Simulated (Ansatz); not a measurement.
A geometry of Bi away from equilibrium: step 2 of the relaxation of a relaxed Bi cell displaced along its unstable phonon at q = Γ (48i cm⁻¹), largest move 0.15 Å. These are PBEsol (plane waves to 420 eV, PAW, scalar-relativistic; Ansatz, a first-principles code) values and carry that method's errors. Γ-centred k-mesh 7×7×5 on the run's cell (coarser than for final values), Fermi–Dirac smearing 0.05 eV.

```
CELL_PARAMETERS angstrom
      5.32327     0.00000     0.00000
     -2.66163     4.61008     0.00000
      0.00000     0.00000     6.25711
ATOMIC_POSITIONS crystal
  Bi 0.00000 0.00000 0.75193
  Bi 0.00000 0.00000 0.24807
  Bi 0.33333 0.66667 0.69522
  Bi 0.66667 0.33333 0.30478
```

Q: Give the Cartesian forces on all atoms (eV/Å).

A: 
| atom | Fx | Fy | Fz |
|---|---|---|---|
| Bi1 | 0.00 | 0.00 | 0.31 |
| Bi2 | 0.00 | 0.00 | -0.31 |
| Bi3 | 0.00 | 0.00 | -0.44 |
| Bi4 | 0.00 | 0.00 | 0.44 |

Q: What is the pressure?

A: 0.0 GPa, compression positive.

No spin polarisation in the result.

The run could not lose the symmetry of its start: the end is stationary, and may be a saddle point rather than a minimum.

The end of the path is a generated cell of Bi: the first start was made by placing the elements on the sites of a structure type, and the end was not matched to a known phase here, so it may be hypothetical. Known forms of Bi include space group No. 166.
